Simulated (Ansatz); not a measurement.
Relaxed candidate structures of AlPd:

A. R3m, hexagonal axes (No. 160), hR6; a = b = 4.105 Å, c = 20.404 Å, α = β = 90.00°, γ = 120.00°; Pd 3a (0.000, 0.000, 0.978); Pd 3a (0.000, 0.000, 0.230); Pd 3a (0.000, 0.000, 0.726); Al 3a (0.000, 0.000, 0.109); Al 3a (0.000, 0.000, 0.354); Al 3a (0.000, 0.000, 0.853)

B. Fm-3m (No. 225), cF8, rock salt type; a = b = c = 5.068 Å, α = β = γ = 90.00°; Al 4b (0.500, 0.500, 0.500); Pd 4a (0.000, 0.000, 0.000)

C. P2₁3 (No. 198), cP8, AFLOW prototype AB_cP8_198_a_a (B20, as in FeSi); a = b = c = 4.851 Å, α = β = γ = 90.00°; Al 4a (0.844, 0.844, 0.844); Pd 4a (0.147, 0.147, 0.147)

Problem. Order them by energy per atom (lowest first) at the level PBEsol (plane waves to 420 eV, PAW, scalar-relativistic; Ansatz, a first-principles code).

Solution. C (reference, the lowest of the structures calculated here), A (+0.30 eV/atom), B (+0.54 eV/atom)

1 run with a doubtful electronic state, a coarser numerical grid, an end not at rest or a source that can't be used is left out. Each run could gain symmetry but not lose that of its start, so entries can be saddle points. From databases, or of a type measured for this composition: P2₁3, cP8, AFLOW prototype AB_cP8_198_a_a (B20, as in FeSi); the others are generated cells (placed on structure types, drawn at random, substituted or restacked) that were not matched to a known phase here. Energies are at zero temperature and pressure, without zero-point motion. No spin polarisation in the result.
